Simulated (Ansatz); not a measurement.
Li$_{3}$LaSb$_{2}$:
```cif
data_LaLi3Sb2
_chemical_formula_sum 'Li3 La1 Sb2'
_space_group_name_H-M_alt 'P 1'
_space_group_IT_number 1
_cell_length_a 4.63913
_cell_length_b 4.63913
_cell_length_c 7.48294
_cell_angle_alpha 90.000
_cell_angle_beta 90.000
_cell_angle_gamma 120.000
loop_
_space_group_symop_operation_xyz
  'x, y, z'
loop_
_atom_site_label
_atom_site_type_symbol
_atom_site_fract_x
_atom_site_fract_y
_atom_site_fract_z
_atom_site_occupancy
Li1 Li 0.00000 0.00000 0.50000 1
Li2 Li 0.66667 0.33333 0.35879 1
Li3 Li 0.33333 0.66667 0.64121 1
La1 La 0.00000 0.00000 0.00000 1
Sb1 Sb 0.33333 0.66667 0.25860 1
Sb2 Sb 0.66667 0.33333 0.74140 1
```

Relaxed with r²SCAN.

**Question.** Tabulate the valence density and the electron localisation function along the shortest Li–Li contact (2.88 Å), r²SCAN (plane waves, PAW; program Ansatz).

**Answer.** 

| distance from Li (Å) | density (e/Å³) | ELF |
|---|---|---|
| 0.29 | 4.85 | 0.99 |
| 0.43 | 1.90 | 0.94 |
| 0.58 | 0.43 | 0.36 |
| 0.72 | 0.09 | 0.03 |
| 0.86 | 0.05 | 0.01 |
| 1.01 | 0.04 | 0.03 |
| 1.15 | 0.04 | 0.06 |
| 1.30 | 0.04 | 0.09 |
| 1.44 | 0.04 | 0.10 |
| 1.58 | 0.04 | 0.09 |
| 1.73 | 0.05 | 0.06 |
| 1.87 | 0.05 | 0.03 |
| 2.02 | 0.06 | 0.01 |
| 2.16 | 0.09 | 0.03 |
| 2.30 | 0.43 | 0.28 |
| 2.45 | 1.91 | 0.87 |
| 2.59 | 4.86 | 0.99 |

The density is the valence pseudo-density with augmentation charge, so density and ELF within about 1 Å of a nucleus are not all-electron values.

Space group P-3m1. The workflow started from a Materials Project entry (that database holds measured and hypothetical structures alike); the Crystallography Open Database copy checked does not list it. Its standing as an ambient phase is unchecked. Symmetry was held in the r²SCAN relaxation; its stability against distortions is not shown here. Spin–orbit coupling is left out wherever it is not named.

Potentials: the later of the program's two PAW sets.
